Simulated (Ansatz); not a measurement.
The calculation used DFT, LDA (PW92), plane waves (420 eV) with PAW, scalar-relativistic (Ansatz 0.2.0). The PAW files were generated under PBE, with cores re-solved for the functional.

An element in the omega (AlB2-type) structure gives this curve. The cell is scaled uniformly from the relaxed one, with fractional coordinates and shape fixed. Energies are extrapolated to zero smearing, pressures are those at the given smearing. Magnetic state: spin not included.

```json
{"V (Å³/atom)": "24.138", "E − E₀ (meV/atom)": "76.2", "P (GPa)": "8.09"}
{"V (Å³/atom)": "25.235", "E − E₀ (meV/atom)": "32.6", "P (GPa)": "4.82"}
{"V (Å³/atom)": "26.332", "E − E₀ (meV/atom)": "8.8", "P (GPa)": "2.30"}
{"V (Å³/atom)": "27.430", "E − E₀ (meV/atom)": "0.2", "P (GPa)": "0.34"}
{"V (Å³/atom)": "28.527", "E − E₀ (meV/atom)": "3.5", "P (GPa)": "-1.17"}
{"V (Å³/atom)": "29.624", "E − E₀ (meV/atom)": "15.9", "P (GPa)": "-2.34"}
{"V (Å³/atom)": "30.721", "E − E₀ (meV/atom)": "35.3", "P (GPa)": "-3.24"}
```

Question: Which element is it?
A. tin
B. yttrium
C. ytterbium
D. thallium

Answer: D. Its fit is V₀ = 27.63 Å³/atom, B₀ = 41 GPa, B₀′ = 5.5.
